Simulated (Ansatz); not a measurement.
# Ti$_{2}$Cd: how the free axis answers a strain

Ti$_{2}$Cd, I4/mmm, a = 2.841 Å, c = 13.508 Å. The structure is a COD entry; whether it is the stable form wasn't checked. Ansatz: r2SCAN, PAW, 500 eV, Γ-centred 12×12×4 mesh on 6 atoms, Gaussian smearing 0.10 eV; no spin polarisation. Series: biaxial strain in the a-b plane, c and atoms relaxed; x is the strain in per cent. y is the change of c in per cent of 13.508 Å.

```
x (%) y (%)
 -6.0    3.92
 -4.0    2.73
 -2.0    1.44
  0.0    0.00
  2.0       ?
  4.0   -4.39
  6.0  -10.15
```

Problem. Fit y = c1 x + c2 x² to the other rows, say what c1 measures, and predict the missing y.

Solution. Least squares on the rows shown. y = −1.078 x − 0.08132 x². With no stress along c, c1 = −2C13/C33 = -1.078. With a term in x³ added, the coefficient of x becomes -0.7103, 34 % less, which shows how far this figure hangs on the form. At x = 2.0 the fit asked for gives -2.48 %. The run gave -1.79 %, so the fit is 0.69 % too low, within the rms miss on the fitted rows (0.70 %): the form describes this series only roughly.

Cost: 7 runs of about 10 core-minutes in all, on AMD EPYC 9R45 (Zen 5) (shared hosts).